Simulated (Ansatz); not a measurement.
Ansatz (a program for electronic structure) input:

Ansatz 0.2 input:
```yaml
crystal:
  lattice:
    - [4.3023921999, 0.0, 0.0]
    - [-2.1511961, 3.7259809422, 0.0]
    - [0.0, 0.0, 3.6237218376]
  atoms:
    - { symbol: C, position: [0.3336096164, 0.3336096164, 0.0] }
    - { symbol: C, position: [0.6663903836, 0.0, 0.0] }
    - { symbol: C, position: [0.0, 0.6663903836, 0.0] }
    - { symbol: C, position: [0.3336096164, 0.0, 0.0] }
    - { symbol: C, position: [0.6663903836, 0.6663903836, 0.0] }
    - { symbol: C, position: [0.0, 0.3336096164, 0.0] }
    - { symbol: Li, position: [0.0, 0.0, 0.5] }
kpoints:
  mp_grid: { grid: [11, 11, 11] }
hamiltonian:
  xc: r2scan
  dispersion: d4
  pseudopotentials: { kind: paw }
scf:
  occupations: { method: gaussian, width: 0.05 }
checkpoint: { read: metal.run }
output: { write_density: true, elf: true, volumetric_format: npy }
```

Output (shortened):

```
Pseudopotentials: kind: paw
Pseudopotential: C, paw, valence charge 4
Pseudopotential: Li, paw, valence charge 3
Functional definition: r2SCAN
Crystal: 7 atoms, lattice volume = 58.091 Å³
Basis set: ecut = 500 eV, 1471 PW (Γ), exchange–correlation on 128×128×108 points (64 copies of the dense FFT grid, shifted against one another)
Bands: 28, of which v1, the nominal top of the filled ones, is band 14 counted from 1 (13 counted from 0)
Symmetry: 24 space group operations
Space group: P6/mmm (ITA 191), of the structure as read, at distance tolerance 3.9e-5 Å
k-points: 96 of 1331
PAW frozen core: C, regenerated for the run's functional
Initial density: read from a saved state, or passed on in memory by an earlier SCF of this step, an earlier step, the calling program or the single point that …
Stability of the state it starts from, as read at its close in the unpolarized treatment …
Initial wavefunctions: pseudopotential atomic-orbital guess
Eigensolver: davidson
Functional: x = r2scan, c = r2scan; τ floored in thin density (d = 2e-4 eV/Å³)
iter 1 solved again at ethr=3.90e-9 eV; its pass at ethr=3.10e-3 eV (dr2=1.05e-6 eV) is discarded
SCF iter   1: F=—  HF=-1715.732603 eV  |F-HF|=—  |Δ(HF+E_count)|=         —  Δρ=7.60e-8  dr2=1.62e-12  dr2_τ=1.82e-13  ethr=3.90e-9  ⟨swp⟩=3.9  Hψ=20981  notcnv=0
all-band conjugate gradients solve this SCF's bands
preconditioner: auto → LDOS
SCF iter   2: F=-1715.732603 eV  HF=-1715.732603 eV  |F-HF|=1.36e-12  |Δ(HF+E_count)|=   6.09e-8  Δρ=7.15e-8  dr2=1.46e-12  dr2_τ=1.36e-13  ethr=1.00e-12  ⟨swp⟩=6.2  Hψ=8354  notcnv=0
SCF 1 converged in 2 iterations: F = -1715.732603 eV  dr2 = 1.46e-12
SCF converged after 2 iterations
Free energy (F): -1715.732603 eV
Harris-Foulkes:  -1715.732603 eV  (|F-HF|=1.36e-12)
Internal energy: -1715.731410 eV  (E = F + TS)
E sigma→0 (E₀):  -1715.732006 eV
Entropy (-TS):   -0.001193 eV (-0.170 meV/atom)
Fermi energy:    8.856061 eV
--- Per-component energies (eV) ---
  E_band       = -129.861321
  E_kinetic    = 572.684192
  E_local      = -1009.144102  (includes V_loc(G=0)·N_el)
  E_nonlocal   = 126.900193
  E_hartree    = 312.005392
  E_xc         = -296.072785
  E_vxc        = -410.661469  (∫ρ·V_xc dr)
  E_paw        = -627.089340  (= ΣΔE_a)
  E_vpaw       = -56.530600  (= ΣTr[D̂ρ^β])
  E_aug_tail   = -0.000079  (compensation charges beyond the density's cutoff)
  E_vtau       = 22.879785  (kinetic-family band-sum trace: ∫τ·v_τ [+ j·A + Jᵃ·Aᵃ] dr)
  E_ewald      = -794.464402
  E_disp       = -0.401836  (pairwise vdW)
  E_core_change = -0.148642  (= ΣΔE_core)
  E_smearing   = -0.001193  (= −TS)
  E_closure    = 0.000000  (closes the sum)
  Σ components = -1715.732603   (vs F -1715.732603, Δ=0.00e0)
  [band-id]    e_kinetic+e_local+e_nonlocal+2·e_hartree+e_vxc+e_vpaw+e_augmentation_tail+e_vtau = -129.861296   (vs E_band -129.861321, Δ=2.51e-5)
--- Band table (eV; the first three rows and the last of 96) ---
  k-point 0: bands = ["-40.3914", "-13.3342", "-6.2881", "-6.2881", "-5.9601", "-5.9601", "-3.7247", "-3.4265", "-0.3553", "4.2351", "4.2351", "7.3402", "7.3402", "7.7298", "7.7298", "10.6316", "15.6547", "15.6547", "16.7037", "16.7037", "17.6200", "18.9192", "18.9192", "19.4897", "19.5730", "20.0028", "21.1681", "22.0333"]
  k-point 1: bands = ["-40.3913", "-13.3252", "-6.2762", "-6.2762", "-5.9510", "-5.9510", "-3.7288", "-3.4202", "-0.4651", "4.2368", "4.2368", "7.1999", "7.1999", "7.6340", "7.6340", "10.9321", "15.7116", "15.7116", "16.9590", "16.9590", "17.6425", "19.1587", "19.1587", "19.1984", "19.4257", "19.6345", "21.9651", "22.0334"]
  k-point 2: bands = ["-40.3908", "-13.3006", "-6.2442", "-6.2442", "-5.9265", "-5.9265", "-3.7392", "-3.4030", "-0.7446", "4.2416", "4.2416", "6.8509", "6.8509", "7.3887", "7.3887", "11.7754", "15.7986", "15.7986", "17.7073", "17.7232", "17.7232", "18.1612", "19.3382", "19.7152", "19.8135", "19.8135", "21.7513", "23.1884"]
  k-point 95: bands = ["-40.3892", "-10.8892", "-10.6007", "-9.9740", "-3.6036", "-2.3672", "-2.3336", "1.1532", "1.1836", "1.2950", "1.4051", "1.4739", "1.9993", "10.7198", "11.9804", "12.2813", "14.8246", "15.2129", "15.3610", "17.5644", "17.9397", "19.8380", "21.3417", "22.1060", "22.2247", "23.2830", "23.2993", "24.6456"]
  band table: 28 of 28 bands, residual norms ≤ 1.0e-3 eV
```

Cost: about 21 core-seconds (a rough figure) on shared cores.

A made-up cell: these elements were put on the sites of a structure type; the Crystallography Open Database copy checked does not list it. Whether it is the stable phase at ambient conditions was not checked. Symmetry was held in the r²SCAN+D4 relaxation; its stability against distortions is not shown here.

Potentials: the later of the program's two PAW sets.

Ansatz is a plane-wave DFT program.
